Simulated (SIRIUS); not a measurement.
Worked example: self-consistent single point of a model cell of BeAl₃ (P6_3/mmc, 8 atoms in the cell; prototype structure) in SIRIUS.

Level of theory: PBE, GBRV PBE ultrasoft pseudopotentials (plane waves; SIRIUS 7.12.0).

```yaml
crystal:
  lattice:
    - [5.62723, 0.00000, 0.00000]
    - [-2.81361, 4.87332, 0.00000]
    - [0.00000, 0.00000, 4.51347]
  atoms:
    - { symbol: Al, position: [0.83920, 0.67840, 0.25000] }
    - { symbol: Al, position: [0.16080, 0.83920, 0.75000] }
    - { symbol: Al, position: [0.32160, 0.16080, 0.25000] }
    - { symbol: Al, position: [0.16080, 0.32160, 0.75000] }
    - { symbol: Al, position: [0.83920, 0.16080, 0.25000] }
    - { symbol: Al, position: [0.67840, 0.83920, 0.75000] }
    - { symbol: Be, position: [0.33333, 0.66667, 0.25000] }
    - { symbol: Be, position: [0.66667, 0.33333, 0.75000] }
```

Reference input (self-consistent single point, DFT, PBE, plane waves, GBRV PBE ultrasoft pseudopotentials): parameters.ngridk = 7 7 7; parameters.xc_functionals = [XC_GGA_X_PBE, XC_GGA_C_PBE]; parameters.gk_cutoff = 6.325 1/bohr; parameters.pw_cutoff = 14.143 1/bohr; parameters.smearing = fermi_dirac; parameters.smearing_width = 0.00367493 Ha; potentials = GBRV PBE ultrasoft pseudopotentials; parameters.electronic_structure_method = pseudopotential; parameters.num_bands = 17; parameters.num_mag_dims = 0; parameters.num_dft_iter = 100; parameters.energy_tol = 1e-07 Ha. This run's input differs from it in these lines:

```diff
@@ -18,3 +18,3 @@
     "smearing": "fermi_dirac",
-    "smearing_width": 0.00367493,
+    "smearing_width": 0.00734986,
     "num_bands": 17,
```

Output, abridged:

```
[find] density tolerance         : 1e-06
[find] total energy tolerance    : 1e-07
[find] iter_solver_tol (initial) : 0.01
[find] iter_solver_tol (target)  : 1e-13
[find] num_dft_iter              : 100
Charges and magnetic moments
--------------------------------------------------------------------------------
total charge          : 26.000000
[find] | SCF iteration   0 out of 100|
[diagonalize] iterative solver tolerance (occupied, empty): 0.01 0.01
[diagonalize] average number of iterations: 2
[find] Charges and magnetic moments
[find] total charge          : 26.000000
[find] Energy
[find] smearing (-TS)                 :      -0.01401711
   [... lines left out ...]

[find] Charges and magnetic moments
[find] total charge          : 26.000000
[find] Energy
[find] smearing (-TS)                 :      -0.01440695
[find] Total energy                   :     -48.29083637 (Ha),     -96.58167274 (Ry)
[find] Free energy (E-TS)             :     -48.30524332 (Ha),     -96.61048664 (Ry)
[find] band gap (eV)                  :       0.00000000
[find] Efermi                         :       0.26834512
[find] iteration : 23, RMS (target) : 4.9565e-07 (1.0000e-06) , energy difference (target) : -4.6493e-09 (1.0000e-07)
[find] bands are converged : true
[find] iterative solver converged : false
[find] converged after 24 SCF iterations!
[find] Charges and magnetic moments
[find] total charge          : 26.000000
[find] Energy
[find] smearing (-TS)                 :      -0.01440695
[find] Total energy                   :     -48.29083637 (Ha),     -96.58167274 (Ry)
[find] Free energy (E-TS)             :     -48.30524332 (Ha),     -96.61048664 (Ry)
[find] band gap (eV)                  :       0.00000000
[find] Efermi                         :       0.26834512
[ground_state] === stress tensor components [kbar] ===
[ground_state] === stress_total ===
[ground_state]    36.888342    0.000000    0.000000
[ground_state]     0.000000   36.888348    0.000000
[ground_state]     0.000000    0.000000   16.536820
[ground_state] ==== total Forces in Ha/bohr =====
   [... lines left out ...]
[ground_state] atom:    3, force:      -0.0000000      0.0200766     -0.0000000
[ground_state] atom:    4, force:      -0.0173868      0.0100383     -0.0000000
[ground_state] atom:    5, force:      -0.0173868     -0.0100383     -0.0000000
[ground_state] atom:    6, force:       0.0000000      0.0000000     -0.0000000
[ground_state] atom:    7, force:      -0.0000000     -0.0000000      0.0000000
```

The run converged in 24 iterations. SIRIUS prints the stress tensor with tension positive. Against the reference run the free energy drops by 18.2 meV/atom, the pressure goes from -3.18 to -3.01 GPa and the largest force hardly changes (1.025 to 1.032 eV/Å).

The starting geometry comes from a prototype or from typed values, not from a relaxation at this level; it need not be a known phase. Forces above 1 eV/Å remain at this geometry. This run is one point of a test of settings, so its values need not be converged; read them against the reference run alone.

Cost on one core: about 50 core-seconds (a rough figure).

The gap that the log prints is read on the run's mesh, which can miss the band edges or a crossing.
